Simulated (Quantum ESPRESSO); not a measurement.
# Different elements on one site among Ga In Mo Ta

These are calculations, not measurements. They come from Quantum ESPRESSO 7.5, a public plane-wave density functional program. Each row is one single-point run on a made-up periodic cell of eight metal atoms, with elements, volume, strain and displacements drawn at random and not relaxed, so a cell may be unstable or far from any real phase. There is no spin polarisation or spin-orbit coupling.

Settings: PBE unless stated; PseudoDojo standard norm-conserving files; Fermi-Dirac width 0.25 eV, which means electrons at about 2900 K; cutoff 1143 eV; 8 x 6 x 2 k mesh shifted half a step off Gamma. E is the free energy of the whole cell (internal energy minus TS), so a -TS column is already part of it. Stress is positive in tension, and the pressure P is minus a third of its trace.

Checks: one run of this series was repeated at a higher cutoff and on a denser mesh, which moved values by no more than 0.006 eV, 0.09 GPa and 0.008 eV/Å, and a second program with other atomic files agreed on it to 2 % rms in force and 0.5 GPa in pressure. Known limits: heavy elements are run without spin-orbit coupling, which real alloys of them have; a spin test at this wide smearing found no moment, but such smearing suppresses magnetism that the real alloy may have.

The lattice is face-centred cubic, and the cell vectors in Å are (0.000, 2.110, 2.110); (-4.219, 0.000, 0.000); (0.000, -8.438, 8.438), a volume of 150.21 Å³. The elements on sites 1 to 8 are Ta In Ga X Ta Mo Ta Ta. The runs change X and keep the cell and the displaced positions. The column v is a rough volume for each atom of the pure element, close to PBE values, from general knowledge and not from these runs. Energies are left out, as each element's file has its own zero.

| run | X | v (Å³) | -TS (eV) | force on X (eV/Å) | rms force (eV/Å) | P (GPa) |
|---|---|---|---|---|---|---|
| 1 | Zr | 23.4 | -1.656 | 2.180 | 0.881 | 2.99 |
| 2 | Hf | 22.5 | -1.605 | 2.086 | 0.835 | 2.44 |
| 3 | Al | 16.5 | -1.419 | 0.783 | 0.565 | -6.00 |
| 4 | Ru | 13.8 | -1.599 | 0.856 | 0.599 | -9.15 |
| 5 | Ga | 19.0 | ? | ? | ? | ? |

## Worked fit

A straight line through the runs shown gives P = -27.3 + 1.306 v GPa with v in Å³, an error of 0.046 on the slope and a scatter of 0.37 GPa. At this fixed volume the pressure tends to rise with the size of X.

## Withheld run

Question: what pressure should run 5, with Ga, give?

The fit gives -2.49 ± 0.42 GPa. The calculation gave -6.14 GPa. This run lies off the fit by more than twice that error, so something that the fit leaves out matters here.
